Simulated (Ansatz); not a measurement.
## Ta$_{2}$O$_{5}$: pressure against volume

Ta$_{2}$O$_{5}$, Pmmm, a = 3.666 Å, b = 3.857 Å, c = 6.457 Å. The structure is a COD entry; whether it is the stable form wasn't checked. Ansatz: r2SCAN, PAW, 500 eV, Γ-centred 8×8×4 mesh on 7 atoms, Gaussian smearing 0.02 eV; no spin polarisation. Shape and atoms are relaxed at each volume; pressure is positive in compression.

```
V (Å³/atom) P (GPa)
     12.260        ?
     12.652     6.97
     13.043    -0.01
     13.434    -5.90
     13.825   -10.86
```

Task: Take V0 = 13.043 Å³/atom, count pressures from its P0 = -0.01 GPa, fit the third-order Birch–Murnaghan form to the other rows, and predict the missing pressure.

Result: With the Eulerian strain f = ½[(V0/V)^(2/3) − 1] and y = (P − P0)/[3f(1 + 2f)^(5/2)], the form is the line y = B0 + 1.5 B0 (B0′ − 4) f. Rows (f, y): 0.01025, 215.8; -0.00975, 211.5; -0.01904, 209.3. Means f = -0.006180, y = 212.20; Σ(Δf)² = 0.0004481, ΣΔfΔy = 0.09894; the slope is their ratio. y = 213.6 + 220.8 f GPa, so B0 = 213.6 GPa and B0′ = 4 + 2 × (220.8)/(3 × 213.6) = 4.69. At V = 12.260, f = 0.02107, y = 218.25 and P = 15.29 GPa. The run gave 15.22 GPa, so the fit is 0.07 GPa too high, a small miss on the scale of the series. The form still works here, 33 % of the fitted range beyond its end.

Spin–orbit coupling is left out, which can shift energies with elements as heavy as these.

Cost: 5 runs of about 10 core-minutes in all, on Intel Xeon Platinum 8259CL (Skylake/Cascade Lake) (shared hosts).